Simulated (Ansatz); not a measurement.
AlGaP2 in space group P-4m2 (No. 115; Al on 1c, Ga on 1a, P on 2g), PBEsol (plane waves, PAW; program Ansatz). The conduction-band minimum lies on the M–Γ line, 7 % of the way from M, with 4 equivalent valleys. Second derivatives d²E/dk² of the lowest band at one valley (eV·Å²), along Cartesian directions:

```csv
direction,d²E/dk²
[100],18.17
[010],18.17
[001],25.55
[110],9.494
[101],21.78
[011],21.78
```

Find the principal effective masses, the density-of-states mass and the conductivity mass.

Off-diagonal terms follow from H_xy = H[110] − (H_xx + H_yy)/2, and m*/mₑ = 7.620 eV·Å² over each eigenvalue: 0.28, 0.30, 0.80. One valley's DOS mass (m₁m₂m₃)^(1/3) = 0.41, conductivity mass 3/(Σ 1/mᵢ) = 0.37 mₑ.

What effective density of states Nc follows at 300 K for parabolic valleys?

Nc = 2.509e19 × 4 × (0.41)^(3/2) ≈ 2.6e19 cm⁻³.

The first step of the workflow began from a Materials Project structure, measured or hypothetical; the Crystallography Open Database copy checked does not list it. With Al and Ga taken as one species the cell has the higher symmetry F-43m, so it may be an ordered model of a mixed-site phase. Its standing as an ambient phase is unchecked. The cell was relaxed with PBEsol under the symmetry of its start; whether a distortion lowers the energy is not shown. Spin–orbit coupling is left out wherever it is not named.

Potentials: the later of the program's two PAW sets.
